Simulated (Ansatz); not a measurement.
Relaxed Te (trigonal-Te type, space group P3_121):

```xyz
3
Lattice="4.5211 0.0000 0.0000 -2.2606 3.9154 0.0000 0.0000 0.0000 5.9549" Properties=species:S:1:pos:R:3 pbc="T T T"
Te     1.2122     0.0000     1.9850
Te    -0.6061     1.0498     3.9699
Te     1.6544     2.8656     0.0000
```

In this cell atom 1 (Te, nearest neighbour Te at 2.889 Å; its periodic images, 4.5 Å or more away, move with it) is moved by u·(0.707, 0.707, 0.000) + v·(0.000, 0.000, 1.000); the rest is frozen.

Level of theory: PBE (plane waves to 420 eV, PAW, scalar-relativistic; Ansatz, a quantum-chemistry and plane-wave program). k mesh 7×7×5 (Γ-centred), Fermi-Dirac smearing 0.05 eV. Stress and pressure are positive under compression. As the smearing reaches across the gap at some points, energies and forces of such displacements shift with the k mesh and the smearing. Spin-orbit coupling is left out, though Te is heavy. Te was relaxed with its symmetry unable to fall. The PAW data are Ansatz's earlier set. The last digit holds for this mesh only.

Changes of P (GPa) from the point u = 0.000 Å, v = 0.000 Å when one coordinate moves alone (two changes are said to add if the coupling is within 5 % of the smaller one, nearly so within 20 %):

```
point                      change
-------------------------  ------
u = 0.000 Å, v = -0.430 Å    2.35
u = 0.000 Å, v = -0.215 Å    0.60
u = -0.430 Å, v = 0.000 Å    3.72
u = -0.215 Å, v = 0.000 Å    1.51
u = 0.215 Å, v = 0.000 Å    -0.82
u = 0.430 Å, v = 0.000 Å    -0.97
u = 0.000 Å, v = 0.215 Å     0.60
u = 0.000 Å, v = 0.430 Å     2.35
```

Q: What is the change at u = -0.430 Å, v = -0.430 Å, where both move, and how far is it from the sum?

A: The sum of the single changes is 3.72 + (2.35) = 6.07; the calculation gives 10.59, so the coupling contributes 4.52 (over 20 % of the smaller single change, not additive).

(For displaced atoms, the force is minus the slope of the energy, and its curvature is a force constant, which sets phonon frequencies.)
